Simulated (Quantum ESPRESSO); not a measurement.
# Moving one atom in Ge6PB

These are calculations, not measurements. They come from pw.x of Quantum ESPRESSO 7.5, a plane-wave density functional program, with PseudoDojo standard norm-conserving files (v0.5 for PBE, v0.4.1 for LDA and PBEsol). The cells are made up: elements, strain and atom displacements were drawn at random, and nothing was relaxed. There is no spin polarisation, spin-orbit coupling or dispersion term.

The cell has 8 sites of a zincblende or diamond lattice. Sites 1 to 4 hold Ge Ge Ge P; sites 5 to 8 hold B Ge Ge Ge. Cell vectors in Å: (5.640, 0.104, 0.024); (0.104, 5.674, -0.061); (0.024, -0.061, 5.714). Settings: PBE, cutoff 1061 eV, 6 x 6 x 6 k mesh shifted by half a step, Fermi-Dirac smearing of 0.1 eV.

Each run shifts the Ge atom on site 8 along z and leaves all else fixed. Site 1 is one of its nearest neighbours. E is the free energy of the cell above the lowest run shown.

```
run  shift (Å)  Fz on site 8 (eV/Å)  Fz on site 1 (eV/Å)  P (GPa)  E (meV)
  1    -0.1128                0.896                0.563    -4.26     25.8
  2    -0.0899                0.632                0.642    -4.29      8.3
  4     0.0033               -0.455                0.952    -4.28      0.0
  5     0.0322               -0.793                1.043    -4.24     18.0
  6     0.0516               -1.019                1.102    -4.21     35.6
  7     0.1238               -1.850                1.314    -4.01    139.3
  3    -0.0503                    ?                    ?        ?        ?
```

A rerun of one of these cells at 1347 eV and k mesh 8 x 8 x 8 moved values by no more than 0.003 eV in the cell's energy, 0.02 GPa in stress and 0.008 eV/Å in force.

## Worked fit

A parabola through the six runs shown gives Fz on site 8 = -0.418 - 11.62 u + 0.4 u² eV/Å, with u in Å and a scatter of 0.003 eV/Å. Minus the slope, 11.62 ± 0.09 eV/Å², is this atom's force constant along z at u = 0, with its periodic images moving too. The fitted force vanishes at u = -0.036 Å, where the energy should be lowest along this line. The error is the larger of the fit's own and the change that a cubic makes, rounded up.

## Withheld run

Question: what Fz on site 8 should run 3 give?

The fit gives 0.167 eV/Å. The calculation gave 0.172 eV/Å.

| run | shift (Å) | Fz on site 8 (eV/Å) | Fz on site 1 (eV/Å) | P (GPa) | E (meV) |
| --- | --- | --- | --- | --- | --- |
| 3 | -0.0503 | 0.172 | 0.776 | -4.31 | -7.6 |